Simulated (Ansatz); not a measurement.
AlAs:
```
AlAs
1.0
    7.04419     0.00000     0.00000
    0.00000     7.04419     0.00000
    0.00000     0.00000     7.04419
Al As
6 6
Cartesian
  1.76105   0.00000   3.52209
  3.52209   1.76105   0.00000
  3.52209   5.28314   0.00000
  5.28314   0.00000   3.52209
  0.00000   3.52209   5.28314
  0.00000   3.52209   1.76105
  1.76105   3.52209   0.00000
  0.00000   1.76105   3.52209
  0.00000   5.28314   3.52209
  5.28314   3.52209   0.00000
  3.52209   0.00000   5.28314
  3.52209   0.00000   1.76105
```

Relaxed with PBE. Special points in fractions of this cell's reciprocal vectors: Γ (0.000, 0.000, 0.000); X (0.000, 0.500, 0.000); M (0.500, 0.500, 0.000); R (0.500, 0.500, 0.500).

Problem. List the band energies nearest the valence-band maximum at these points for DFT-PBE with spin–orbit coupling in the program Ansatz with PAW potentials.

Solution. In eV from the valence-band maximum; about four levels below and three above (degenerate sets whole), none deeper than 8.9 eV; points with the same levels are listed once.

```tsv
k	below	above
Γ	0.00 0.00 0.00 0.00	1.38 1.38 1.38 1.38
X	-0.25 -0.25 -0.25 -0.25	1.31 1.31 1.31 1.31
M	-0.77 -0.77 -0.29 -0.29	2.11 2.11 2.15 2.15
R	-1.47 -1.47 -1.47 -1.47 -1.47 -1.47 -1.47 -1.47	3.16 3.16 3.16 3.16 3.16 3.16 3.16 3.16
```

Space group Pm-3n. The start of the workflow was typed in or built on a structure type; neither database checked (COD, Materials Project) lists it. It is not the phase usual at ambient conditions (space group No. 216). Symmetry was held in the PBE relaxation; whether a distortion lowers the energy is not shown. The volume moved by 26 % from the start of the relaxation.

Potentials: the earlier of the program's two PAW sets.
